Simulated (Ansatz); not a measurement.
**Kick test of a cell of MgCd₃Te₄**

It was reached by relaxing an invented guess, and it needn't be the stable form of this composition.

All numbers below come from DFT PBE, scalar-relativistic, plane waves, PAW (Ansatz 0.2.0). Plane waves to 420 eV, a k mesh through Γ of 6×6×6 on the computed 8-atom cell and Gaussian smearing (0.02 eV); no spin polarisation.

The cell below (8 atoms, space group I-42m (No. 121)) is relaxed within its symmetry.

```xyz
8
Lattice="-3.2953 3.2953 6.5905 3.2953 -3.2953 6.5905 3.2953 3.2953 -6.5905" Properties=species:S:1:pos:R:3 pbc="T T T"
Mg    0.0000    0.0000    0.0000
Cd    0.0000    3.2953    3.2952
Cd    0.0000    0.0000    6.5905
Cd    3.2953    0.0000    3.2952
Te   -1.6673    1.6673    8.2199
Te    1.6673    1.6673    4.9610
Te    1.6673   -1.6673    8.2199
Te    1.6280    1.6280   -1.6294
```

For the test it was strained at random (σ = 1.5 % a component), the atoms were moved at random (σ = 0.05 Å), and all was relaxed again on a coarse 2×2×2 mesh (in the run’s order of axes) with 0.10 eV smearing, with no symmetry imposed.

Spin–orbit coupling, which can matter for Te, is left out.

Question: Is the structure stable against such a distortion?

Answer: It returns, within 1 meV/atom of the unmoved cell on that mesh and with the same symmetry when read at 0.1 Å (P1 at 0.01 Å, so small strains and shifts remain). No instability shows in this cell; modes of other wave vectors, which need another repeat, aren't tested.
